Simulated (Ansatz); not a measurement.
ZnGaNO:
```
CELL_PARAMETERS angstrom
      3.24159     0.00000     0.00000
     -1.62080     2.80730     0.00000
      0.00000     0.00000     5.26006
ATOMIC_POSITIONS crystal
  Ga 0.33333 0.66667 0.02199
  N  0.33333 0.66667 0.37314
  Zn 0.66667 0.33333 0.47199
  O  0.66667 0.33333 0.88602
```

Relaxed with PBEsol. Special points in fractions of this cell's reciprocal vectors: Γ (0.000, 0.000, 0.000); M (0.500, 0.000, 0.000); K (0.333, 0.333, 0.000); A (0.000, 0.000, 0.500); L (0.500, 0.000, 0.500); H (0.333, 0.333, 0.500).

Q: List the band energies nearest the Fermi level at these points for DFT-PBEsol in the program Ansatz with PAW potentials.

A: In eV from the Fermi level; about four levels below and three above (degenerate sets whole), none deeper than 8.9 eV; points with the same levels are listed once.

```tsv
k	below	above
Γ	-4.64 -4.64 -2.03 -1.60	0.14 0.14 3.67
M	-5.27 -5.02 -2.96 -1.41	2.34 3.80 5.68
K	-5.06 -4.64 -3.19 -3.03	3.82 3.85 6.76
A	-5.20 -4.56 -4.56 -4.25	0.09 0.09 0.49
L	-5.24 -3.49 -2.76 -1.58	1.87 3.81 5.29
H	-5.22 -3.66 -3.01 -2.56	4.13 4.46 4.56
```

Space group P3m1. The start of the workflow was typed in or built on a structure type; the Crystallography Open Database copy checked does not list it. Whether it is the stable phase at ambient conditions was not checked. The PBEsol relaxation kept the symmetry of its start; its stability against distortions is not shown here. Spin–orbit coupling is left out wherever it is not named.

Potentials: the later of the program's two PAW sets.
